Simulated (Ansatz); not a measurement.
InC₂: clamped-ion elastic tensor

Method: Ansatz 0.2.0, DFT PBEsol, scalar-relativistic, plane waves, PAW. Settings: 420 eV plane-wave cutoff, Γ-centred 16×16×16 mesh, Fermi-Dirac smearing of 0.15 eV. No spin polarisation.

Equilibrium structure at this level:
```
CELL_PARAMETERS angstrom
-1.95748 1.95748 3.07705
1.95748 -1.95748 3.07705
1.95748 1.95748 -3.07705
ATOMIC_POSITIONS crystal
In 0.00000 0.00000 0.00000
C 0.39709 0.39709 0.00000
C 0.60291 0.60291 0.00000
```

The cell was built by swapping an element in a database structure (itself possibly hypothetical) and relaxing; it need not be the stable form of this composition. In a metal, frequencies and elastic constants depend on the k mesh and the smearing, soft modes and shear constants most.

Q: Give the clamped-ion elastic constants (GPa, Voigt order xx yy zz yz xz xy, on the axes of the cell above).

A:
```
 58.1  52.3  34.2   0.0   0.0   0.0
 52.3  58.1  34.2   0.0   0.0   0.0
 34.2  34.2 519.3   0.0   0.0   0.0
  0.0   0.0   0.0 -22.4   0.0   0.0
  0.0   0.0   0.0   0.0 -22.4   0.0
  0.0   0.0   0.0   0.0   0.0  21.1
```